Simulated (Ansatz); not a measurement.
RuC (CsCl type, space group No. 221), DFT-PBEsol in the program Ansatz with PAW potentials, all energies at zero smearing, with the estimated change up to a 700 eV cutoff added, with one set of potentials and settings (totals compare only within such a set). Cell of 2 atoms (1 Ru, 1 C): -6061.071 eV.

| element | reference phase | E (eV/atom) |
|---|---|---|
| Ru | P6_3/mmc, 2 atoms in the cell | -5816.5026 |
| C | P6_3/mmc, 4 atoms in the cell | -246.6950 |

Formation energy per atom, worked out: (-6061.071 − 1×(-5816.5026) − 1×(-246.6950))/2 = 1.063 eV/atom (103 kJ per mol of atoms), at 0 K, without zero-point energy or fitted corrections.

Space group Pm-3m (CsCl type). A made-up cell: these elements were put on the sites of a structure type; neither database checked (COD, Materials Project) lists it. Whether it is the stable phase at ambient conditions was not checked. Symmetry was held in the PBEsol relaxation. At this level the phase is dynamically unstable (imaginary phonons). The run is not spin-polarised. The references are the lowest solids computed at this level, not always the standard phases.

Potentials: the later of the program's two PAW sets.
